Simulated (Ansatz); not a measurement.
# Al3Cu: energy along a strain

Al3Cu, Pm-3m, a = 3.892 Å. The structure is a Materials Project entry; whether it is the stable form wasn't checked. Ansatz: PBEsol, PAW, 420 eV, Γ-centred 12×12×12 mesh on 4 atoms, Gaussian smearing 0.15 eV; no spin polarisation. Cell vectors (Å): 3.892 0.000 0.000; 0.000 3.892 0.000; 0.000 0.000 3.892. The cell is strained by x per cent times the pattern (0 0 0 0 0 1) in the order xx yy zz yz xz xy (engineering shears), with fractional coordinates held. y is the free energy over the start, V0 = 14.743 Å³/atom. Symmetry makes y even in x. Points with a strain past 8.5 % were computed too (2) and aren't used here.

```tsv
x (%)	y (meV/atom)
-5.00	4.08
0.00	0.00
1.25	0.31
2.50	1.17
3.75	2.45
6.25	6.07
7.50	?
```

Problem. Fit y = c2 x² + c4 x⁴ to the other rows, get the stiffness along the pattern, and predict the missing energy.

Solution. Least squares on the rows shown. y = 0.1834 x² − 0.0007278 x⁴. The clamped-ion stiffness p·C·p = 2 × 1.834 eV × 160.2 / 14.743 Å³ = 40 GPa, which is C66 in these axes (C44 of the cubic crystal). With a term in x⁶ added, the coefficient of x² becomes 0.1973, 8 % more, which shows how far this figure hangs on the form. At x = 7.50 the fit asked for gives 8.01 meV/atom. The run gave 8.50 meV/atom, so the fit is 0.49 meV/atom too low, 5.8 % of the span of the series, against an rms of 0.04 meV/atom on the fitted rows. The row lies outside the fitted range. With a term in x⁶ added, a fit to the same known rows predicts 8.86 meV/atom, a smaller miss on the other side.

Cost: 9 runs of about 0.84 core-minutes in all, on AMD EPYC 9R45 (Zen 5) (shared hosts).